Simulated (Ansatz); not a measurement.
PtS₂:
```
PtS2
1.0
    3.57677     0.00000     0.00000
   -1.78838     3.09757     0.00000
    0.00000     0.00000     6.46610
Pt S
1 2
Cartesian
  0.00000   0.00000   0.00000
  1.78838   1.03252   5.23859
  0.00000   2.06505   1.22751
```

This is the PBE-relaxed structure. Cartesian axes are those of the cell as given.

Task: All from PBE in the plane-wave PAW code Ansatz, unless another level is named. Predict the smallest direct gap on the standard path.

Result: 1.55 eV.

Task: And the formation energy from the elements (no fitted shifts)?

Result: -377 meV/atom.

Task: And the valence-band maximum?

Result: on the K–Γ line, 55 % of the way from K.

Task: Give the conduction-band minimum.

Result: off the standard path, at k = (0.000, 0.250, 0.315).

Space group P-3m1 (CdI2 type). The cell was relaxed with PBE under the symmetry of its start. No spin polarisation was allowed. The volume lies over 15 % above that of the usual cell of this phase: another minimum, or an error of the functional. A crystal of weakly bound layers computed without a dispersion correction: the cell and the soft elastic constants depend strongly on that. The references are the lowest solids computed at this level, not always the standard phases. Scalar-relativistic: spin–orbit coupling is off unless named, which matters more the heavier the elements.

Potentials: the earlier of the program's two PAW sets.
